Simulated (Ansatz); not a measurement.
Relaxed-ion elastic tensor of TlCl (rock salt, Fm-3m) in GPa (Voigt order), plane-wave PAW LDA (Ansatz code); density 6.70 g/cm³, 29.74 Å³ per atom.

```tsv
	1	2	3	4	5	6
1	66.2	10.9	10.9	0.0	0.0	0.0
2	10.9	66.2	10.9	0.0	0.0	0.0
3	10.9	10.9	66.2	0.0	0.0	0.0
4	0.0	0.0	0.0	2.7	0.0	0.0
5	0.0	0.0	0.0	0.0	2.7	0.0
6	0.0	0.0	0.0	0.0	0.0	2.7
```

Is the crystal mechanically stable?

Yes: the smallest eigenvalue of C is 2.7 GPa.

Work out the Voigt, Reuss and Hill averages.

K_V = 29.4, K_R = 29.4, K_H = 29.4; G_V = 12.7, G_R = 4.3, G_H = 8.5 GPa.

Give Young's modulus, Poisson's ratio, Pugh's ratio and the universal anisotropy index.

E = 9KG/(3K + G) = 23.2 GPa; ν = 0.37; K/G = 3.46 (ductile by the Pugh limit of 1.75); A_U = 5G_V/G_R + K_V/K_R − 6 = 9.89.

Estimate the sound speeds and the Debye temperature.

v_l = √((K + 4G/3)/ρ) = 2460 m/s, v_t = √(G/ρ) = 1130 m/s, mean 1270 m/s; Θ = (h/k)(3n/4πV)^(1/3) v_m = 122 K.

Give the Zener ratio and Young's modulus along [100], [110] and [111].

A = 2C44/(C11 − C12) = 0.10; 1/E = S11 − 2(S11 − S12 − S44/2)Γ with Γ = 0, 1/4, 1/3 gives 63.1, 10.1, 7.9 GPa.

The workflow started from a Materials Project entry (that database holds measured and hypothetical structures alike); the Crystallography Open Database copy checked does not list it. COD files the formula under space group No. 221. Its standing as an ambient phase is unchecked. Symmetry was held in the LDA relaxation; its stability against distortions is not shown here. Scalar-relativistic: spin–orbit coupling is off unless named, which matters more the heavier the elements.

Potentials: the later of the program's two PAW sets.
